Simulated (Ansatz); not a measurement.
Data sheet: ZnO (DFT)

ZnO:
```yaml
crystal:
  lattice:
    - [5.51326, 0.00000, 0.00000]
    - [0.00000, 5.51326, 0.00000]
    - [0.00000, 0.00000, 3.24862]
  atoms:
    - { symbol: Zn, position: [0.18178, 0.18178, 0.50000] }
    - { symbol: Zn, position: [0.81822, 0.81822, 0.50000] }
    - { symbol: Zn, position: [0.31822, 0.68178, 0.00000] }
    - { symbol: Zn, position: [0.68178, 0.31822, 0.00000] }
    - { symbol: O, position: [0.81749, 0.18251, 0.50000] }
    - { symbol: O, position: [0.18251, 0.81749, 0.50000] }
    - { symbol: O, position: [0.31749, 0.31749, 0.00000] }
    - { symbol: O, position: [0.68251, 0.68251, 0.00000] }
```

Space group P4_2/mnm (No. 136); conventional cell a = 5.513 Å, b = 5.513 Å, c = 3.249 Å, α = 90.00°, β = 90.00°, γ = 90.00°.

Method: r²SCAN in the plane-wave PAW code Ansatz. Structure relaxed to zero pressure with the same functional. Other levels are named where they apply.

Cell and energy:

```json
{
  "volume_per_atom": "12.34 Å³",
  "density": "5.47 g/cm³",
  "Formation energy from the elements (no fitted shifts)": "-1.58 eV/atom"
}
```

Electronic structure:

```json
{
  "band_gap": "1.21 eV (direct)",
  "valence_band_maximum": "at Γ",
  "conduction_band_minimum": "at Γ",
  "electron_effective_mass": "0.18, 0.21, 0.21 mₑ (principal values)",
  "hole_effective_mass": "0.21, 2.4, 2.4 mₑ (principal values)",
  "HSE06 gap on the r²SCAN cell": "2.53 eV"
}
```

Mechanics:

```json
{
 "Bulk modulus (Birch–Murnaghan fit)": "127 GPa",
 "Pressure derivative B′": "1.9",
 "Elastic constants (relaxed ions, GPa)": "C11 = 157, C12 = 110, C13 = 127, C33 = 241, C44 = 33.1, C66 = 47.6",
 "mechanical_stability": "stable (all eigenvalues of C positive)",
 "hill_bulk_and_shear_moduli": "138 and 34.3 GPa",
 "Young's modulus": "95.0 GPa",
 "Poisson's ratio": "0.39",
 "debye_temperature_from_the_elastic_constants": "364 K"
}
```

Dielectric response:

```json
{
 "Electronic dielectric constant ε∞ (DFPT)": "4.14 (xx = yy), 4.35 (zz)",
 "Static dielectric constant ε0 (ions relaxed, cell fixed)": "9.16 (xx = yy), 7.86 (zz)",
 "Born charges (a third of the trace)": "Zn +2.08, O -2.08 e"
}
```

Phonons:

```json
{
 "Highest zone-centre frequency (without LO–TO term)": "589 cm⁻¹",
 "zone_centre_stability": "no imaginary mode at Γ",
 "dynamical_stability_on_the_path": "stable (no imaginary branch)",
 "zero_point_energy": "58.6 meV/atom",
 "Vibrational entropy at 300 K": "22.7 J/(K·mol of atoms)"
}
```

Charges:

```json
{
  "bader_charges": "Zn +1.29, O -1.29 e"
}
```

The workflow started from a Materials Project entry (that database holds measured and hypothetical structures alike); the Crystallography Open Database copy checked does not list it. It is not the phase usual at ambient conditions (space group No. 186). The r²SCAN relaxation kept the symmetry of its start. The references are the lowest solids computed at this level, not always the standard phases (solids in place of the gases).

Potentials: the later of the program's two PAW sets.
